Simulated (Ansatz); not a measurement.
VSi$_{2}$ in space group P6_222 (No. 180; V on 3d, Si on 6j) under volume change, DFT-PBEsol in the program Ansatz with PAW potentials, shape and atoms relaxed at each volume.

```tsv
V (Å³/atom)	E − E(relaxed) (meV/atom)	P (GPa)
11.320	69.4	21.58
11.694	29.1	13.21
12.067	___	___
12.440	0.0	0.00
12.813	___	___
13.186	23.5	-9.58
13.560	50.3	-13.32
```

Problem. Fill in the missing entries.

Solution. 
- 12.813, E − E(relaxed) (meV/atom): 6.2
- 12.813, P (GPa): -5.18
- 12.067, E − E(relaxed) (meV/atom): 6.9
- 12.067, P (GPa): 6.08

Problem. What does a third-order Birch–Murnaghan fit give for V₀, B₀ and B′?

Solution. V₀ = 12.44 Å³/atom, B₀ = 186 GPa, B′ = 4.3.

The cell was relaxed with PBEsol under the symmetry of its start. No spin polarisation was allowed.

Potentials: the later of the program's two PAW sets.
